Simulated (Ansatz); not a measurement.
GaSb (zinc blende)

```
CELL_PARAMETERS angstrom
      0.00000     3.05600     3.05600
      3.05600     0.00000     3.05600
      3.05600     3.05600     0.00000
ATOMIC_POSITIONS crystal
  Sb 0.75000 0.75000 0.75000
  Ga 0.00000 0.00000 0.00000
```

This relaxed cell (volume V₀) is scaled evenly in all directions, its shape held. Symmetry pins the atoms to their sites.

Level of theory: PBEsol (plane waves to 420 eV, PAW, scalar-relativistic; Ansatz, a first-principles code). k mesh 13×13×13 (Γ-centred), Fermi-Dirac smearing 0.05 eV. Stress and pressure are positive under compression. At this level the bands of GaSb touch or barely overlap; measurements give the solid a gap. GaSb was relaxed with its symmetry unable to fall. Spin-orbit coupling is left out, though Sb is heavy. The PAW data are Ansatz's earlier set.

At one point of the scan the stress tensor (GPa) is:

```
    2.6      0.0      0.0
    0.0      2.6      0.0
    0.0      0.0      2.6
```

Problem. Which point is it?
(A) V/V₀ = 0.985
(B) V/V₀ = 0.955
(C) V/V₀ = 0.970
(D) V/V₀ = 0.940

Solution. B, V/V₀ = 0.955

(A scan under strain: stresses follow from slopes of the energy per volume, elastic moduli from its curvatures.)
